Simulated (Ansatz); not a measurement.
### Question
Each is relaxed and computed with PBE (plane waves, PAW; program Ansatz). Which is the only one with a gap?
A) SiC, P6_222 (Si on 3d, C on 3c)
B) Si2Mo, fluorite or antifluorite type
C) WC, NiAs type
D) SiRu3, Fm-3m (Si on 4a, Ru on 4b, Ru on 8c)

### Answer
A, SiC, P6_222 (Si on 3d, C on 3c). SiC: gap 0.87 eV (indirect); Si2Mo: metal; SiRu3: metal; WC: metal. Constructed cells (a structure type filled with these elements, in neither database checked): SiC, P6_222 (Si on 3d, C on 3c); Si2Mo, fluorite or antifluorite type; SiRu3, Fm-3m (Si on 4a, Ru on 4b, Ru on 8c); WC, NiAs type. Not the usual ambient phase: SiC, P6_222 (Si on 3d, C on 3c); Si2Mo, fluorite or antifluorite type; WC, NiAs type. All cells were relaxed under the symmetry of their starts (and spin orders); stability against distortions was not tested throughout. Rows with no word on spin ran without spin polarisation. Scalar-relativistic: spin–orbit coupling is off unless named, which matters more the heavier the elements.

Potentials: the later of the program's two PAW sets.
